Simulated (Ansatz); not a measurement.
HfO$_{2}$:
Space group Pbca (No. 61); a = 5.046 Å, b = 9.983 Å, c = 5.219 Å, α = 90.00°, β = 90.00°, γ = 90.00°

| atom | site | symmetry | x | y | z |
|---|---|---|---|---|---|
| Hf | 8c | 1 | 0.2542 | 0.1153 | 0.0357 |
| O | 8c | 1 | 0.4975 | 0.4768 | 0.2384 |
| O | 8c | 1 | 0.1278 | 0.2097 | 0.3751 |

Relaxed with PBEsol. Plane-wave PAW PBEsol (Ansatz code) gives a gap of 4.23 eV.

Problem. What gap does HSE06 give on the same cell (Ansatz, PAW)?

Solution. 6.00 eV, 1.77 eV more. The hybrid was solved on a coarser mesh and at special points; the gap given is the minimum over both.

```csv
k,v1 PBEsol,c1 PBEsol,v1 HSE06,c1 HSE06
Γ,0.00,4.48,0.00,6.28
X,-0.16,4.35,-0.16,6.12
Z,-0.22,4.81,…,…
U,-0.46,4.66,-0.48,6.45
Y,-0.06,4.76,…,…
S,-0.23,4.64,…,…
T,-0.37,4.87,…,…
R,-0.62,4.84,-0.65,6.64
```

Problem. Top valence (v1) and lowest conduction level (c1) in eV from each method's valence maximum (which need not be a listed point): supply the withheld HSE06 values.

Solution. 
- T, v1 HSE06: -0.38
- T, c1 HSE06: 6.65
- Y, v1 HSE06: -0.06
- Y, c1 HSE06: 6.58
- Z, v1 HSE06: -0.22
- Z, c1 HSE06: 6.57
- S, v1 HSE06: -0.23
- S, c1 HSE06: 6.43

Cost on shared cores: the PBEsol run (SCF on a 6×3×6 mesh, then bands and DOS) around 8 core-minutes (rough), the HSE06 run (SCF on 3×2×3, then a few points) very roughly 10 core-minutes; the tasks are unlike.

The first step of the workflow began from a Materials Project structure, measured or hypothetical; the Crystallography Open Database files this formula in space group No. 61, but the cells were not matched. It is not the phase usual at ambient conditions (space group No. 14, 29). The cell was relaxed with PBEsol under the symmetry of its start; whether a distortion lowers the energy is not shown. No spin polarisation was allowed. Spin–orbit coupling is left out wherever it is not named.

Potentials: the earlier of the program's two PAW sets. The files were generated under PBE; for other functionals the program regenerates the frozen cores, and for LDA and PBEsol the local potential too.
